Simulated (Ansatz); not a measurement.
**Structure relaxation, ZrS3**

The relaxed structure here is a generated cell of ZrS3: the first start was made by placing the elements on the sites of a structure type, and the end was not matched to a known phase here, so it may be hypothetical.

The start is a generated cell, ZrS3 built in the AFLOW prototype AB3_hR8_155_c_de (D0_14, as in AlF3). Cell shape, volume and atoms are optimised at zero target pressure with PBE (plane waves to 420 eV, PAW, scalar-relativistic; Ansatz, a quantum-chemistry and plane-wave program). The first steps use a coarse 5×5×5 k-mesh.

Starting cell:
```yaml
crystal:
  lattice:
    - [3.08915, 1.78352, 5.21739]
    - [-3.08915, 1.78352, 5.21739]
    - [0.00000, -3.56704, 5.21739]
  atoms:
    - { symbol: Zr, position: [0.23700, 0.23700, 0.23700] }
    - { symbol: Zr, position: [0.76300, 0.76300, 0.76300] }
    - { symbol: S, position: [0.43000, 0.57000, 0.00000] }
    - { symbol: S, position: [0.00000, 0.43000, 0.57000] }
    - { symbol: S, position: [0.57000, 0.00000, 0.43000] }
    - { symbol: S, position: [0.07000, 0.93000, 0.50000] }
    - { symbol: S, position: [0.50000, 0.07000, 0.93000] }
    - { symbol: S, position: [0.93000, 0.50000, 0.07000] }
```

**Question.** How large is the pressure on the unrelaxed cell, and of which sign?

**Answer.** +39 GPa (positive: the cell is compressed).

**Question.** What is the largest force in the starting geometry, and on which atom (counted from 1)?

**Answer.** About 5.4 eV/Å, on Zr1, Zr2 (atoms numbered as listed).

**Question.** What symmetry does the relaxed structure have?

**Answer.** The space group goes from R32 (No. 155) to R-3m (No. 166), with 4 atoms in the primitive cell.

**Question.** How does the volume per atom move from start to end?

**Answer.** +37.8 %, from 21.56 to 29.72 Å³/atom.

**Question.** How do the shortest distances between atoms change?

**Answer.** The closest pairs of elements (up to four, under 3.6 Å), start → end: S–Zr 2.14 → 2.50 Å; S–S 3.18 → 3.17 Å.

**Question.** What band gap does the relaxed structure have at this level?

**Answer.** No gap (metallic).

**Question.** What does it relax into? Give the structure.

**Answer.** 
```cif
data_S9Zr3
_chemical_formula_sum 'Zr3 S9'
_space_group_name_H-M_alt 'R-3m :H'
_space_group_IT_number 166
_space_group_name_Hall '-R 3 2"'
_cell_length_a 6.33692
_cell_length_b 6.33692
_cell_length_c 10.25479
_cell_angle_alpha 90.000
_cell_angle_beta 90.000
_cell_angle_gamma 120.000
loop_
_atom_site_label
_atom_site_type_symbol
_atom_site_symmetry_multiplicity
_atom_site_Wyckoff_symbol
_atom_site_fract_x
_atom_site_fract_y
_atom_site_fract_z
_atom_site_occupancy
Zr1 Zr 3 b 0.00000 0.00000 0.50000 1
S1 S 9 e 0.00000 0.50000 0.00000 1
```
(The calculation used a cell of 4 atoms; values per cell refer to that cell.)

Final values are on a 10×10×10 k-mesh of the relaxed cell. No spin polarisation in the result.

The run could not lose the symmetry of its start, so the end can be a saddle point.
